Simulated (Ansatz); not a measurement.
BP (zinc blende)

```
BP
1.0
    0.00000     2.26828     2.26828
    2.26828     0.00000     2.26828
    2.26828     2.26828     0.00000
P B
1 1
Direct
  0.75000   0.75000   0.75000
  0.00000   0.00000   0.00000
```

E(V) scan at fixed shape, V₀ the volume above. Symmetry pins the atoms to their sites.

Level of theory: r2SCAN (plane waves to 500 eV, PAW, scalar-relativistic; Ansatz, a quantum-chemistry and plane-wave program). k mesh 12×12×12 (Γ-centred), Fermi-Dirac smearing 0.05 eV. E stands for the smeared free energy. Stress and pressure are positive under compression. BP was relaxed with its symmetry unable to fall. The zero of ΔE is the relaxed starting cell.

```tsv
V (Å³/atom)	ΔE (meV/atom)
10.504	72.8
10.795	39.2
11.087	16.7
11.379	4.0
11.671	0.0
11.962	3.7
12.254	14.3
12.546	withheld
12.838	53.0
```

Task: Fit a third-order Birch-Murnaghan form (E₀, V₀, B₀, B₀′ free) to the given rows and predict ΔE at V = 12.546.

Result: Least squares on the 8 given rows: ΔE = E₀ + (9V₀B₀/16)·y²·[2 + (B₀′ − 4)y], y = (V₀/V)^(2/3) − 1, with V₀ = 11.670 Å³/atom, B₀ = 169.3 GPa (160.2 GPa = 1 eV/Å³; the term in eV is multiplied by 1000), B₀′ = 3.82, E₀ = 0.00 meV/atom; root-mean-square residual 0.03 meV/atom. At 12.546 the fit gives 30.9 meV/atom; the calculation gives 31.0 meV/atom, so the interpolation is off by -0.1 (-0.3 %). For the pressure the fit gives -10.7 GPa against the computed -10.7 GPa.

(A scan under strain: stresses follow from slopes of the energy per volume, elastic moduli from its curvatures.)
